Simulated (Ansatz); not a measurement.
GeS₂:
```yaml
crystal:
  lattice:
    - [3.44896, 0.00000, 0.00000]
    - [0.00000, 3.44896, 0.00000]
    - [0.00000, 0.00000, 10.46256]
  atoms:
    - { symbol: Ge, position: [0.00000, 0.00000, 0.50000] }
    - { symbol: Ge, position: [0.50000, 0.50000, 0.00000] }
    - { symbol: S, position: [0.00000, 0.50000, 0.86481] }
    - { symbol: S, position: [0.00000, 0.50000, 0.36481] }
    - { symbol: S, position: [0.50000, 0.00000, 0.63519] }
    - { symbol: S, position: [0.50000, 0.00000, 0.13519] }
```

Relaxed with LDA.

### Question
Map the electron localisation function on the plane through (0.000, 0.000, 0.500) spanned by u = [1, 0, 0] and v = [0, 0, 1] in lattice vectors, from LDA (plane waves, PAW; program Ansatz).

### Answer
x is the fraction of u, y of v (the angle between them is 90°; rows are the nearest grid lines); atoms in the plane: Ge at (0.00, 0.00), S at (0.50, 0.14), S at (0.50, 0.64).
```
y \ x   0.000  0.118  0.176  0.294  0.353  0.471  0.529  0.647  0.706  0.824  0.882   1.00
------  -----  -----  -----  -----  -----  -----  -----  -----  -----  -----  -----  -----
1.00    0.717  0.053  0.212  0.390  0.440  0.351  0.351  0.440  0.390  0.212  0.053  0.717
0.925   0.312  0.318  0.296  0.229  0.141  0.037  0.037  0.141  0.229  0.296  0.318  0.312
0.850   0.097  0.084  0.071  0.038  0.024  0.011  0.011  0.024  0.038  0.071  0.084  0.097
0.775   0.018  0.022  0.032  0.117  0.222  0.407  0.407  0.222  0.117  0.032  0.022  0.018
0.700   0.049  0.381  0.741  0.920  0.929  0.897  0.897  0.929  0.920  0.741  0.381  0.049
0.625   0.079  0.596  0.847  0.902  0.782  0.005  0.005  0.782  0.902  0.847  0.596  0.079
0.550   0.038  0.191  0.401  0.642  0.673  0.669  0.669  0.673  0.642  0.401  0.191  0.038
0.450   0.038  0.034  0.032  0.039  0.050  0.071  0.071  0.050  0.039  0.032  0.034  0.038
0.375   0.079  0.070  0.059  0.033  0.023  0.013  0.013  0.023  0.033  0.059  0.070  0.079
0.300   0.049  0.040  0.033  0.028  0.037  0.070  0.070  0.037  0.028  0.033  0.040  0.049
0.225   0.018  0.067  0.207  0.703  0.825  0.901  0.901  0.825  0.703  0.207  0.067  0.018
0.150   0.097  0.333  0.578  0.748  0.588  0.030  0.030  0.588  0.748  0.578  0.333  0.097
0.0750  0.312  0.406  0.554  0.833  0.824  0.615  0.615  0.824  0.833  0.554  0.406  0.312
0.000   0.717  0.053  0.212  0.390  0.440  0.351  0.351  0.440  0.390  0.212  0.053  0.717
```

The density is the valence pseudo-density with augmentation charge, so density and ELF within about 1 Å of a nucleus are not all-electron values.

Space group P4_2/nmc. The workflow started from a Materials Project entry (that database holds measured and hypothetical structures alike); the Crystallography Open Database copy checked does not list it. COD files the formula under space group No. 14, 43, 82, 122, 217. Its standing as an ambient phase is unchecked. The cell was relaxed with LDA under the symmetry of its start; whether a distortion lowers the energy is not shown. A crystal of weakly bound layers computed without a dispersion correction: the cell and the soft elastic constants depend strongly on that.

Potentials: the later of the program's two PAW sets.
